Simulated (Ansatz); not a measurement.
BeS (NiAs type, space group No. 194) under volume change, r²SCAN (plane waves, PAW; program Ansatz), shape and atoms relaxed at each volume.

| V (Å³/atom) | E − E(relaxed) (meV/atom) | P (GPa) |
|---|---|---|
| 11.274 | 40.8 | 12.65 |
| 11.646 | 17.2 | 7.81 |
| 12.017 | 4.1 | 3.62 |
| 12.389 | 0.0 | 0.00 |
| 12.761 | 3.7 | -3.14 |
| 13.132 | 14.2 | -5.86 |
| 13.504 | 30.6 | -8.21 |

What does a third-order Birch–Murnaghan fit give for V₀, B₀ and B′?

V₀ = 12.39 Å³/atom, B₀ = 112 GPa, B′ = 3.8.

Space group P6_3/mmc (NiAs type). The start of the workflow was typed in or built on a structure type; neither database checked (COD, Materials Project) lists it. COD files the formula under space group No. 216, so this cell is another polymorph or a model. Its standing as an ambient phase is unchecked. The r²SCAN relaxation kept the symmetry of its start; whether a distortion lowers the energy is not shown.

Potentials: the earlier of the program's two PAW sets.
